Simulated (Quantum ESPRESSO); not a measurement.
GaIn5TaRh, one run as intended and one with a planted mistake

Simulated, not a measurement. The program is pw.x of Quantum ESPRESSO 7.5 (plane-wave density functional theory). The cell is made up: eight metal atoms on a face-centred cubic lattice, with elements, volume, strain and displacements drawn at random and not relaxed, so it may be unstable or far from any real phase. PseudoDojo standard norm-conserving files set the functional (PBE unless stated); there is no spin polarisation or spin-orbit coupling, the Fermi-Dirac width of 0.25 eV means electrons at about 2900 K, and the masses in the input are unused placeholders. Heavy elements are run without spin-orbit coupling, which real alloys of them have. A spin test at this wide smearing found no moment, but such smearing suppresses magnetism that the real alloy may have.

Intended input:

```
&control calculation='scf', pseudo_dir='./dojo.nc.sr.pbe.v0_5.standard.upf', outdir='./o', disk_io='minimal', tprnfor=.true., tstress=.true. /
&system ibrav=0, nat=8, ntyp=4, nbnd=66, ecutwfc=87.97787729, nosym=.true., tot_charge=0,
 occupations='smearing', smearing='fd', degauss=0.0183746611
/
&electrons conv_thr=1.470e-08, electron_maxstep=70, mixing_beta=0.5 /
ATOMIC_SPECIES
Ga 1.0 Ga.upf
In 1.0 In.upf
Rh 1.0 Rh.upf
Ta 1.0 Ta.upf
CELL_PARAMETERS angstrom
0.0 0.0 -4.4126
-4.4126 0.0 0.0
2.2063 8.8252 2.2063
ATOMIC_POSITIONS angstrom
Ga -0.0085 -0.0381 0.1915
In -2.1815 2.0635 -0.013
Ta 0.1622 4.3017 0.1615
In -2.0137 6.5795 0.1015
In -2.3234 -0.1007 -2.0102
In -0.0517 2.1266 -2.3622
Rh -2.1004 4.6107 -2.1536
In -0.1128 6.5117 -2.3691
K_POINTS automatic
6 6 3 1 1 1
```

The log is shortened where brackets say so; the opening notice, blank lines, dates and the lines on written files are dropped, and the path of the files is cut. It prints rydbergs, bohrs and kilobars, and counts compression as positive stress. Its total energy is the free energy E - TS of the whole cell.

Log of the intended run:

```
     Program PWSCF v.7.5
     Parallel version (MPI & OpenMP), running on       4 processor cores
     Number of MPI processes:                 4
     Threads/MPI process:                     1
     [start-up lines left out]
     bravais-lattice index     =            0
     lattice parameter (alat)  =       8.3386  a.u.
     unit-cell volume          =    1159.6055 (a.u.)^3
     number of atoms/cell      =            8
     number of atomic types    =            4
     number of electrons       =       108.00
     number of Kohn-Sham states=           66
     kinetic-energy cutoff     =      87.9779  Ry
     charge density cutoff     =     351.9115  Ry
     scf convergence threshold =      1.5E-08
     mixing beta               =       0.5000
     number of iterations used =            8  plain     mixing
     Exchange-correlation= PBE
                           (   1   4   3   4   0   0   0)
     [axes and pseudopotential details left out]
   Cartesian axes
     site n.     atom                  positions (alat units)
         1        Ga     tau(   1) = (  -0.0019263  -0.0086344   0.0433984  )
         2        In     tau(   2) = (  -0.4943797   0.4676381  -0.0029461  )
         3        Ta     tau(   3) = (   0.0367584   0.9748674   0.0365997  )
         4        In     tau(   4) = (  -0.4563523   1.4910710   0.0230023  )
         5        In     tau(   5) = (  -0.5265376  -0.0228210  -0.4555591  )
         6        In     tau(   6) = (  -0.0117164   0.4819381  -0.5353306  )
         7        Rh     tau(   7) = (  -0.4760005   1.0448942  -0.4880569  )
         8        In     tau(   8) = (  -0.0255632   1.4757059  -0.5368943  )
     number of k points=    54  Fermi-Dirac smearing, width (Ry)=  0.0184
                       cart. coord. in units 2pi/alat
        k(    1) = (  -0.0833333   0.1250000  -0.0833333), wk =   0.0370370
        k(    2) = (  -0.0833333  -0.2083333  -0.0833333), wk =   0.0370370
     [further k points left out]
     Dense  grid:   129119 G-vectors     FFT dimensions: (  50,  50, 108)
     Estimated max dynamical RAM per process >     447.61 MB
     Estimated total dynamical RAM >       1.66 GB
     Initial potential from superposition of free atoms
     starting charge     107.9763, renormalised to     108.0000
     Starting wfcs are   74 randomized atomic wfcs
     total cpu time spent up to now is        5.2 secs
     per-process dynamical memory:   351.1 Mb
     Self-consistent Calculation
     iteration #  1     ecut=    87.98 Ry     beta= 0.50
     Davidson diagonalization with overlap
     ethr =  1.00E-02,  avg # of iterations =  3.2
     Threshold (ethr) on eigenvalues was too large:
     Diagonalizing with lowered threshold
     Davidson diagonalization with overlap
     ethr =  1.53E-04,  avg # of iterations =  7.1
     total cpu time spent up to now is       28.4 secs
     total energy              =   -1182.05832732 Ry
     estimated scf accuracy    <       0.19322509 Ry
     iteration #  2     ecut=    87.98 Ry     beta= 0.50
     Davidson diagonalization with overlap
     ethr =  1.79E-04,  avg # of iterations =  4.0
     total cpu time spent up to now is       41.5 secs
     total energy              =   -1181.93596085 Ry
     estimated scf accuracy    <       1.66429349 Ry
     [iterations 3 to 10 left out]
     iteration # 11     ecut=    87.98 Ry     beta= 0.50
     Davidson diagonalization with overlap
     ethr =  5.73E-10,  avg # of iterations =  2.8
     total cpu time spent up to now is      140.9 secs
     total energy              =   -1182.10909733 Ry
     estimated scf accuracy    <       0.00000005 Ry
     iteration # 12     ecut=    87.98 Ry     beta= 0.50
     Davidson diagonalization with overlap
     ethr =  4.80E-11,  avg # of iterations =  4.1
     total cpu time spent up to now is      153.3 secs
     End of self-consistent calculation
     [lines on levels left out]
!    total energy              =   -1182.10909734 Ry
     estimated scf accuracy    <          2.3E-09 Ry
     smearing contrib. (-TS)   =      -0.08572280 Ry
     internal energy E=F+TS    =   -1182.02337453 Ry
     The total energy is F=E-TS. E is the sum of the following terms:
     one-electron contribution =    -316.26280716 Ry
     hartree contribution      =     242.73704732 Ry
     xc contribution           =    -309.72539254 Ry
     ewald contribution        =    -798.77222216 Ry
     convergence has been achieved in  12 iterations
     Forces acting on atoms (cartesian axes, Ry/au):
     atom    1 type  1   force =    -0.01152415   -0.01036438   -0.00476696
     atom    2 type  2   force =    -0.00223438    0.05943232   -0.00979845
     atom    3 type  4   force =     0.00789120    0.00253279   -0.02696751
     atom    4 type  2   force =    -0.06189846   -0.05849215   -0.04580170
     atom    5 type  2   force =     0.02308965    0.01322567   -0.01969303
     atom    6 type  2   force =     0.00399469    0.04809133    0.03858957
     atom    7 type  3   force =    -0.01903953   -0.01510792   -0.00127274
     atom    8 type  2   force =     0.05972100   -0.03931766    0.06971081
     Total force =     0.171816     Total SCF correction =     0.000157
     Computing stress (Cartesian axis) and pressure
          total   stress  (Ry/bohr**3)                   (kbar)     P=       13.93
   0.00003278   0.00002344   0.00007461            4.82        3.45       10.98
   0.00002344   0.00015753  -0.00001166            3.45       23.17       -1.72
   0.00007461  -0.00001166   0.00009385           10.98       -1.72       13.81
     init_run     :      4.93s CPU      5.13s WALL (       1 calls)
     electrons    :    145.23s CPU    148.13s WALL (       1 calls)
     forces       :      2.23s CPU      2.28s WALL (       1 calls)
     stress       :      7.76s CPU      8.07s WALL (       1 calls)
     [timing details left out]
     PWSCF        :   2m40.26s CPU   2m43.78s WALL
     JOB DONE.
```

A second run has one planted mistake: one coordinate of one atom is wrong. The input lines that differ:

```
- Rh -2.1004 4.6107 -2.1536
+ Rh -2.1004 4.7007 -2.1536
```

Its log:

```
     Program PWSCF v.7.5
     Parallel version (MPI & OpenMP), running on       4 processor cores
     Number of MPI processes:                 4
     Threads/MPI process:                     1
     [start-up lines left out]
     bravais-lattice index     =            0
     lattice parameter (alat)  =       8.3386  a.u.
     unit-cell volume          =    1159.6055 (a.u.)^3
     number of atoms/cell      =            8
     number of atomic types    =            4
     number of electrons       =       108.00
     number of Kohn-Sham states=           66
     kinetic-energy cutoff     =      87.9779  Ry
     charge density cutoff     =     351.9115  Ry
     scf convergence threshold =      1.5E-08
     mixing beta               =       0.5000
     number of iterations used =            8  plain     mixing
     Exchange-correlation= PBE
                           (   1   4   3   4   0   0   0)
     [axes and pseudopotential details left out]
   Cartesian axes
     site n.     atom                  positions (alat units)
         1        Ga     tau(   1) = (  -0.0019263  -0.0086344   0.0433984  )
         2        In     tau(   2) = (  -0.4943797   0.4676381  -0.0029461  )
         3        Ta     tau(   3) = (   0.0367584   0.9748674   0.0365997  )
         4        In     tau(   4) = (  -0.4563523   1.4910710   0.0230023  )
         5        In     tau(   5) = (  -0.5265376  -0.0228210  -0.4555591  )
         6        In     tau(   6) = (  -0.0117164   0.4819381  -0.5353306  )
         7        Rh     tau(   7) = (  -0.4760005   1.0652903  -0.4880569  )
         8        In     tau(   8) = (  -0.0255632   1.4757059  -0.5368943  )
     number of k points=    54  Fermi-Dirac smearing, width (Ry)=  0.0184
                       cart. coord. in units 2pi/alat
        k(    1) = (  -0.0833333   0.1250000  -0.0833333), wk =   0.0370370
        k(    2) = (  -0.0833333  -0.2083333  -0.0833333), wk =   0.0370370
     [further k points left out]
     Dense  grid:   129119 G-vectors     FFT dimensions: (  50,  50, 108)
     Estimated max dynamical RAM per process >     447.61 MB
     Estimated total dynamical RAM >       1.66 GB
     Initial potential from superposition of free atoms
     starting charge     107.9763, renormalised to     108.0000
     Starting wfcs are   74 randomized atomic wfcs
     total cpu time spent up to now is        6.0 secs
     per-process dynamical memory:   351.1 Mb
     Self-consistent Calculation
     iteration #  1     ecut=    87.98 Ry     beta= 0.50
     Davidson diagonalization with overlap
     ethr =  1.00E-02,  avg # of iterations =  3.2
     Threshold (ethr) on eigenvalues was too large:
     Diagonalizing with lowered threshold
     Davidson diagonalization with overlap
     ethr =  1.64E-04,  avg # of iterations =  6.9
     total cpu time spent up to now is       31.4 secs
     total energy              =   -1182.04862036 Ry
     estimated scf accuracy    <       0.20377857 Ry
     iteration #  2     ecut=    87.98 Ry     beta= 0.50
     Davidson diagonalization with overlap
     ethr =  1.89E-04,  avg # of iterations =  4.3
     total cpu time spent up to now is       45.5 secs
     total energy              =   -1181.89965099 Ry
     estimated scf accuracy    <       2.17815688 Ry
     [iterations 3 to 10 left out]
     iteration # 11     ecut=    87.98 Ry     beta= 0.50
     Davidson diagonalization with overlap
     ethr =  5.03E-10,  avg # of iterations =  4.5
     total cpu time spent up to now is      146.1 secs
     total energy              =   -1182.10580375 Ry
     estimated scf accuracy    <       0.00000010 Ry
     iteration # 12     ecut=    87.98 Ry     beta= 0.50
     Davidson diagonalization with overlap
     ethr =  9.53E-11,  avg # of iterations =  2.1
     total cpu time spent up to now is      156.3 secs
     End of self-consistent calculation
     [lines on levels left out]
!    total energy              =   -1182.10580376 Ry
     estimated scf accuracy    <          4.3E-09 Ry
     smearing contrib. (-TS)   =      -0.08578038 Ry
     internal energy E=F+TS    =   -1182.02002337 Ry
     The total energy is F=E-TS. E is the sum of the following terms:
     one-electron contribution =    -319.24572596 Ry
     hartree contribution      =     244.22085254 Ry
     xc contribution           =    -309.74026275 Ry
     ewald contribution        =    -797.25488720 Ry
     convergence has been achieved in  12 iterations
     Forces acting on atoms (cartesian axes, Ry/au):
     atom    1 type  1   force =    -0.01144501   -0.01084222   -0.00494064
     atom    2 type  2   force =    -0.00226039    0.05928134   -0.00971713
     atom    3 type  4   force =     0.00742956    0.00197211   -0.02718176
     atom    4 type  2   force =    -0.06159670   -0.05488362   -0.04672012
     atom    5 type  2   force =     0.02302008    0.01343757   -0.01946553
     atom    6 type  2   force =     0.00394455    0.04836214    0.03849105
     atom    7 type  3   force =    -0.02463111   -0.02404932    0.00065662
     atom    8 type  2   force =     0.06553901   -0.03327800    0.06887752
     Total force =     0.173008     Total SCF correction =     0.000291
     Computing stress (Cartesian axis) and pressure
          total   stress  (Ry/bohr**3)                   (kbar)     P=       17.31
   0.00005792   0.00003697   0.00007239            8.52        5.44       10.65
   0.00003697   0.00018368  -0.00001508            5.44       27.02       -2.22
   0.00007239  -0.00001508   0.00011147           10.65       -2.22       16.40
     init_run     :      5.65s CPU      5.89s WALL (       1 calls)
     electrons    :    148.02s CPU    150.32s WALL (       1 calls)
     forces       :      1.91s CPU      1.94s WALL (       1 calls)
     stress       :      6.70s CPU      6.84s WALL (       1 calls)
     [timing details left out]
     PWSCF        :   2m42.41s CPU   2m45.16s WALL
     JOB DONE.
```

|  | intended run | run with the mistake |
| --- | --- | --- |
| free energy (eV) | -16083.414 | -16083.369 |
| entropy term -TS, part of it (eV) | -1.166 | -1.167 |
| pressure (GPa) | 1.39 | 1.73 |
| size of the largest force component (eV/Å) | 1.792 | 1.771 |
| largest change of a force component (eV/Å) |  | 0.230 |
| iterations | 12 | 12 |

For scale, a rerun of the intended cell at a higher cutoff and on a denser mesh moved values by no more than 0.014 eV in energy, 0.06 GPa in stress and 0.007 eV/Å in force, and a second program with other atomic files agreed on that cell to 2 % rms in force and 0.5 GPa in pressure.